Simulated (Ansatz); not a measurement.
Input:

AgI:
```
AgI
1.0
    4.56021     0.00000     0.00000
   -2.28011     3.94926     0.00000
    0.00000     0.00000     7.45216
I Ag
2 2
Direct
  0.33333   0.66667   0.00253
  0.66667   0.33333   0.50253
  0.33333   0.66667   0.62747
  0.66667   0.33333   0.12747
```

This is the PBEsol-relaxed structure. x, y and z are the axes in which the lattice vectors are written.

Question: All from PBEsol in the plane-wave PAW code Ansatz, unless another level is named. Give the electron effective mass.

Answer: 0.15, 0.16, 0.16 mₑ (principal values).

Question: Predict the hole effective mass, band 1 of 2 at the edge.

Answer: 1.4 along x, 1.4 along z (mₑ).

Question: Next, the valence-band maximum?

Answer: at Γ.

Space group P6_3mc (wurtzite). The cell was relaxed with PBEsol under the symmetry of its start. No spin polarisation was allowed. Spin–orbit coupling is left out wherever it is not named.

Potentials: the later of the program's two PAW sets.

Edges and masses are those of Kohn–Sham bands, whose gap is no quasiparticle gap.
